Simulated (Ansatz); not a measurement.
SrBe: levels along high-symmetry lines

```
Be Sr
1.0
     2.19781   -1.26890    3.59623
     0.00000    2.53781    3.59623
    -2.19781   -1.26890    3.59623
Be Sr
1 1
Direct
  0.00000 0.00000 0.00000
  0.50000 0.50000 0.50000
```

Atoms are numbered in the order listed.

The structure comes from a relaxation in the same program, started in the L11 type, and has space group R-3m. Whether it is a known phase or the ground state wasn't checked.

All numbers below come from Ansatz 0.2.0, DFT, LDA, all-electron LAPW, Dirac equation with spin-orbit coupling.

The runs use a Γ-centred 11×11×11 k mesh, Fermi–Dirac smearing of 0.05 eV, basis error target 0.25 meV/atom, no spin polarisation.

Points in fractions of the reciprocal vectors of this cell: Γ (0, 0, 0), T (0.5, 0.5, 0.5), H2 (0.75, 0.25, 0.5), H0 (0.5, -0.25, 0.25), L (0.5, 0, 0), S0 (0.375, -0.375, 0), S2 (0.625, 0, 0.375), F (0.5, 0, 0.5). The path joins them by straight lines in the order Γ–T–H2–H0–L–Γ–S0–S2–F; legs that retrace an earlier one aren't tabulated. Energies are in eV from the Fermi level.

(1) Is there a gap?

(2) List the levels between -14 and 2.5 eV at the symmetry points.

## Answers

(1) none: bands cross the Fermi level, a metal.

(2) 
Γ: -4.89 (×2)
T: -2.27 (×2), -2.00 (×2), 0.60 (×2), 0.61 (×2)
H2: -2.40 (×2), -0.22 (×2), -0.14 (×2), 0.18 (×2)
H0: -2.40 (×2), -0.22 (×2), -0.14 (×2), 0.18 (×2)
L: -2.26 (×2), -1.99 (×2), 0.59 (×2), 0.60 (×2)
S0: -2.48 (×2), -0.46 (×2), -0.33 (×2), 1.12 (×2)
S2: -2.48 (×2), -0.46 (×2), -0.33 (×2), 1.12 (×2)
F: -2.84 (×2), -0.46 (×2), 0.88 (×2), 1.69 (×2), 1.76 (×2)
